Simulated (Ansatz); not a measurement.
Zr3N4 (space group I-43d)

```yaml
crystal:
  lattice:
    - [-3.39128, 3.39128, 3.39128]
    - [3.39128, -3.39128, 3.39128]
    - [3.39128, 3.39128, -3.39128]
  atoms:
    - { symbol: Zr, position: [0.87500, 0.12500, 0.75000] }
    - { symbol: Zr, position: [0.62500, 0.37500, 0.25000] }
    - { symbol: Zr, position: [0.75000, 0.87500, 0.12500] }
    - { symbol: Zr, position: [0.25000, 0.62500, 0.37500] }
    - { symbol: Zr, position: [0.12500, 0.75000, 0.87500] }
    - { symbol: Zr, position: [0.37500, 0.25000, 0.62500] }
    - { symbol: N, position: [0.63394, 0.63394, 0.63394] }
    - { symbol: N, position: [0.36606, 0.50000, 0.00000] }
    - { symbol: N, position: [0.50000, 0.00000, 0.86606] }
    - { symbol: N, position: [0.00000, 0.36606, 0.50000] }
    - { symbol: N, position: [0.86606, 0.50000, 0.00000] }
    - { symbol: N, position: [0.13394, 0.13394, 0.13394] }
    - { symbol: N, position: [0.00000, 0.86606, 0.50000] }
    - { symbol: N, position: [0.50000, 0.00000, 0.36606] }
```

E(V) scan at fixed shape, V₀ the volume above. The atoms relax within the cell's symmetry.

Method: PBE (plane waves to 420 eV, PAW, scalar-relativistic; Ansatz, an electronic-structure program). k mesh 6×6×6 (Γ-centred), Fermi-Dirac smearing 0.05 eV. The energy includes the smearing's −TS. Stress and pressure are positive under compression. Zr3N4 is run without spin polarisation. Zr3N4 was relaxed with its symmetry unable to fall. ΔE is measured from the relaxed starting cell.

```tsv
V (Å³/atom)	ΔE (meV/atom)
10.029	91.6
10.308	48.1
10.586	19.8
10.865	4.6
11.144	0.0
11.422	3.7
11.701	13.5
11.979	27.7
12.258	withheld
```

Task: Fit a third-order Birch-Murnaghan form (E₀, V₀, B₀, B₀′ free) to the given rows and predict ΔE at V = 12.258.

Result: Least squares on the 8 given rows: ΔE = E₀ + (9V₀B₀/16)·y²·[2 + (B₀′ − 4)y], y = (V₀/V)^(2/3) − 1, with V₀ = 11.155 Å³/atom, B₀ = 184.5 GPa (160.2 GPa = 1 eV/Å³; the term in eV is multiplied by 1000), B₀′ = 8.73, E₀ = 0.12 meV/atom; root-mean-square residual 0.21 meV/atom. At 12.258 the fit gives 46.0 meV/atom; the calculation gives 44.8 meV/atom, so the extrapolation is off by 1.2 (+2.7 %). For the pressure the fit gives -11.3 GPa against the computed -10.7 GPa.

(Under strain, the slope of the energy per volume gives the stress and its curvature an elastic modulus.)
